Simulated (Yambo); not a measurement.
One stored BSE kernel of dimension 1728 for PbBrF (space group P4/nmm, No. 129) (Yambo, PBEsol bands; 6×6×4 mesh, 6 valence and 2 conduction bands, static screening with 77 bands and a 3 Ry block, scissor 1.26 eV, Tamm-Dancoff; broadening 0.15 eV; field along x), solved in several ways.

```tsv
solver	iterations	largest change of Im ε (% of its maximum)	rough time
Haydock, threshold 2 %	4	44	within a factor of two
Haydock, threshold 0.5 %	9	14	within a factor of two
Haydock, threshold 0.1 %	13	5.8	within a factor of two
Haydock, threshold 0.005 %	32	0.2	1
SLEPc, lowest 10 states	–	no full spectrum	about 2×
SLEPc, lowest 60 states	–	no full spectrum	about 2×
full diagonalisation	–	reference	about 2×
```

Haydock gives the spectrum without eigenstates, SLEPc the lowest states alone, full diagonalisation everything at a cost that grows as the cube of the dimension. Times include reading the kernel. Times are rough ratios from shared machines. Mesh and scissor weren't tested; the rows compare only with each other.

Spin-orbit coupling is not included.

Geometry of the Materials Project entry, not relaxed at this level; primitive cell a = 4.185 Å, b = 4.185 Å, c = 7.662 Å, α = 90.00°, β = 90.00°, γ = 90.00°.
